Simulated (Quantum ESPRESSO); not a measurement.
# Band energies of BaTiO$_{3}$

```
BaTiO3
1.0
    4.00768     0.00000     0.00000
    0.00000     4.00768     0.00000
    0.00000     0.00000     4.00768
O Ti Ba
3 1 1
Direct
  0.50000   0.00000   0.00000
  0.00000   0.50000   0.00000
  0.00000   0.00000   0.50000
  0.00000   0.00000   0.00000
  0.50000   0.50000   0.50000
```

PBEsol (Quantum ESPRESSO, PseudoDojo norm-conserving, 84 Ry, no spin-orbit coupling); path ΓXMΓRX,MR; energies in eV from the valence-band maximum.

| k (1/Å) | point | band 16 | band 17 | band 18 | band 19 | band 20 | band 21 | band 22 | band 23 |
|---|---|---|---|---|---|---|---|---|---|
| 0.00 | Γ | -1.12 | -1.12 | -0.12 | -0.12 | -0.12 | 1.78 | 1.78 | 1.78 |
| 0.20 |  | -1.29 | -1.25 | -0.51 | -0.23 | -0.23 | 1.79 | 2.10 | 2.10 |
| 0.59 |  | -1.78 | -1.78 | -1.74 | -0.62 | -0.62 | 1.89 | 3.31 | 3.31 |
| 0.78 | X | -1.89 | -1.83 | -1.83 | -0.69 | -0.69 | 1.91 | 3.54 | 3.54 |
| 0.98 |  | -1.96 | -1.74 | -1.08 | -0.93 | -0.89 | 2.20 | 3.54 | 3.56 |
| 1.37 |  | -2.55 | -1.61 | -0.99 | -0.94 | -0.15 | 3.34 | 3.55 | 3.87 |
| 1.57 | M | -2.67 | -1.73 | -0.84 | -0.84 | -0.05 | 3.56 | 3.56 | 3.98 |
| 1.75 |  | -2.59 | -1.62 | -1.03 | -0.87 | -0.13 | 3.44 | 3.47 | 3.87 |
| 2.12 |  | -2.05 | -1.48 | -1.01 | -0.93 | -0.46 | 2.70 | 2.84 | 3.09 |
| 2.31 |  | -1.65 | -1.10 | -1.08 | -0.54 | -0.44 | 2.26 | 2.38 | 2.57 |
| 2.68 | Γ | -1.12 | -1.12 | -0.12 | -0.12 | -0.12 | 1.78 | 1.78 | 1.78 |
| 3.02 |  | -1.74 | -1.08 | -0.97 | -0.45 | -0.45 | 2.27 | 2.34 | 2.34 |
| 3.36 |  | -2.32 | -2.32 | -0.69 | -0.69 | -0.59 | 3.20 | 3.21 | 3.21 |
| 3.69 |  | -2.39 | -2.39 | -0.36 | -0.36 | -0.18 | 3.94 | 3.94 | 3.94 |
| 4.03 | R | -2.35 | -2.35 | 0.00 | 0.00 | 0.00 | 4.22 | 4.22 | 4.22 |
| 4.19 |  | -2.36 | -2.36 | -0.12 | -0.08 | -0.03 | 4.14 | 4.17 | 4.17 |
| 4.51 |  | -2.41 | -2.26 | -0.75 | -0.47 | -0.35 | 3.53 | 3.84 | 3.86 |
| 4.83 |  | -2.31 | -1.43 | -1.06 | -0.98 | -0.97 | 2.55 | 3.58 | 3.59 |
| 5.14 | X | -1.89 | -1.83 | -1.83 | -0.69 | -0.69 | 1.91 | 3.54 | 3.54 |
| 5.14 | M | -2.67 | -1.73 | -0.84 | -0.84 | -0.05 | 3.56 | 3.56 | 3.98 |
| 5.30 |  | -2.61 | -2.01 | -0.79 | -0.79 | -0.05 | 3.61 | 3.61 | 4.00 |
| 5.61 |  | -2.41 | -2.41 | -0.37 | -0.37 | -0.02 | 3.96 | 3.96 | 4.14 |
| 5.93 | R | -2.35 | -2.35 | 0.00 | 0.00 | 0.00 | 4.22 | 4.22 | 4.22 |

The PBEsol gap is indirect, 1.78 eV, from R to Γ; the smallest direct gap is 1.89 eV.

The cell is held in this high symmetry; tilts and polar distortions were not searched.

Geometry of the Materials Project entry, not relaxed at this level.

This is not the ordinary phase of the substance.
